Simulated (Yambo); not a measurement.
G0W0@LDA for LiBr (wurtzite, space group P6_3mc, No. 186) in Yambo. Reference settings: 3×3×2 Γ-centred k mesh, bands 3 to 174 and a 8 Ry block in the screening, 174 bands in G with the Bruneval-Gonze terminator, plasmon pole fitted at 27.2 eV. The LDA gap Γ → Γ on this mesh is 4.82 eV; G0W0 gaps are taken between the same points.

With and without the terminator, as bands are cut:

```csv
bands in G (in W),"gap, terminator (eV)","gap, none (eV)","valence shift, terminator (eV)","valence shift, none (eV)"
33 (33),7.392,7.229,-1.242,-0.911
58 (58),7.381,7.248,-1.443,-1.187
92 (92),7.428,7.339,-1.569,-1.395
132 (132),7.463,7.410,-1.640,-1.530
174 (174),7.486,7.453,-1.683,-1.610
```

Over this range the gap spans 0.105 eV with the terminator and 0.224 eV without, the valence shift 0.441 eV and 0.699 eV. Neither column has reached its limit for certain.

Spin-orbit coupling is not included.

Geometry relaxed with LDA; primitive cell a = b = 4.046 Å, c = 6.482 Å, α = β = 90.00°, γ = 120.00°.

This is not the ordinary phase of the substance; no match was found in the copy of COD used, and its stability was not checked.

A shift is the quasiparticle energy of the state minus its LDA energy.
